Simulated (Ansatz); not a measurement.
One starting cell of SnO2 (a generated trial cell of SnO2 in the rutile structure type) was relaxed twice with Ansatz (plane waves, PAW, scalar-relativistic): with r2SCAN at 500 eV and with PBE at 420 eV. The r2SCAN result:

```
CELL_PARAMETERS angstrom
      4.75851     0.00000     0.00000
      0.00000     4.75851     0.00000
      0.00000     0.00000     3.20013
ATOMIC_POSITIONS crystal
  Sn 0.00000 0.00000 0.00000
  Sn 0.50000 0.50000 0.50000
  O  0.30590 0.30590 0.00000
  O  0.80590 0.19410 0.50000
  O  0.19410 0.80590 0.50000
  O  0.69410 0.69410 0.00000
```

| quantity | r2SCAN | PBE |
|---|---|---|
| space group | P4₂/mnm | P4₂/mnm |
| volume (Å³/atom) | 12.08 | 12.58 |
| a (Å) | 4.759 | 4.828 |
| c (Å) | 3.200 | 3.238 |
| gap (eV, no spin-orbit coupling) | 1.79 | 0.68 |
| pressure at 130 % of the level's own volume (GPa) | -29.7 | -24.3 |
| energy after exchanging O and Sn (Amm2), against the parent (eV/atom) | +1.45 | +0.59 |

Both levels end in the same structure; PBE's volume is 4.1 % larger; its gap is 1.11 eV smaller. Neither column is exact.

No spin polarisation in the result.

Measured for SnO2: a 4.73735 Å (room temperature; as listed in Zenji Hiroi, Progress in Solid State Chemistry (2015)); c 3.1864 Å (room temperature; as listed in Zenji Hiroi, Progress in Solid State Chemistry (2015)); gap 3.6 eV (0 K or low temperature; as listed in Wei Chen et al., Physical Review Materials (2018)). Computed minus measured — a: r2SCAN +0.4 %, PBE +1.9 %; c: r2SCAN +0.4 %, PBE +1.6 %; gap: r2SCAN -1.81 eV, PBE -2.92 eV. The computed values are for a static lattice, and a measured gap can be an optical one, lowered by exciton binding.

The run could not lose the symmetry of its start; a randomly shaken copy of 12 atoms returns to this structure.

Ansatz is a quantum-chemistry and plane-wave program.
